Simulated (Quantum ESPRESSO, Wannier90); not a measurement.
Si (P6₃/mmc, model phase): Wannier90 run

Materials Project entry mp-165; symmetrised, unrelaxed at this level. This isn't the element's usual structure (diamond); take it as a model of another phase. Computed values, not measurements, from PBEsol: Quantum ESPRESSO (norm-conserving PseudoDojo potentials, cutoff 29 Ry, no spin polarisation, no spin-orbit coupling) on a Γ-centred 12×12×6 mesh, then Wannier90. Density: 12×12×6 mesh, Gaussian smearing 0.01 Ry.

On the energy scale of pw.x, whose zero is arbitrary, the valence-band maximum lies at 6.38 eV.

Isolated groups of bands, relative to the valence-band maximum (bands from 9 on overlap up to the last one computed):

| bands | from (eV) | to (eV) | filling | weight on atomic waves |
|---|---|---|---|---|
| 1–8 | -12.23 | 0.00 | filled | Si 3p 70 %, Si 3s 29 % |

Input w.win:

```
num_bands = 26
num_wann = 16
num_iter = 1000
conv_tol = 1.0e-6
conv_window = 4
dis_num_iter = 1000
dis_conv_tol = 1.0e-6
dis_froz_max = 1.80
write_hr = true
write_u_matrices = true
begin projections
f=0.32638,-0.33750,0.05602: s;p
f=-0.33553,0.32886,-0.07055: s;p
f=-0.31842,0.34265,-0.43719: s;p
f=0.34128,-0.34045,0.43716: s;p
end projections
begin unit_cell_cart
ang
    3.8313198051    0.0000000000    0.0000000000
   -1.9156599026    3.3180202813    0.0000000000
    0.0000000000    0.0000000000    6.3326200000
end unit_cell_cart
begin atoms_frac
Si   0.3333333333 -0.3333333333  0.0630100000
Si  -0.3333333333  0.3333333333 -0.0630100000
Si  -0.3333333333  0.3333333333 -0.4369900000
Si   0.3333333333 -0.3333333333  0.4369900000
end atoms_frac
mp_grid = 12 12 6
begin kpoints
0.0000000000 0.0000000000 0.0000000000
0.0000000000 0.0000000000 0.1666666667
0.0000000000 0.0000000000 0.3333333333
... (861 more lines: the 12x12x6 mesh through Gamma)
end kpoints
```

The run ends without an error message, but its bands miss those of pw.x by 298 meV rms and 1.23 eV at worst (states up to 1.3 eV relative to the valence-band maximum).

Question: What is the mistake?

Answer: Window typed relative to the reference level, not as an absolute energy. With that mended (16 functions from bands 1-26 of the 26 computed, start hydrogen-like Si: s;p, centres 0.05 Å off the atoms, frozen window up to 1.81 eV relative to the valence-band maximum, outer window open) the misfit is 5.4 meV rms.
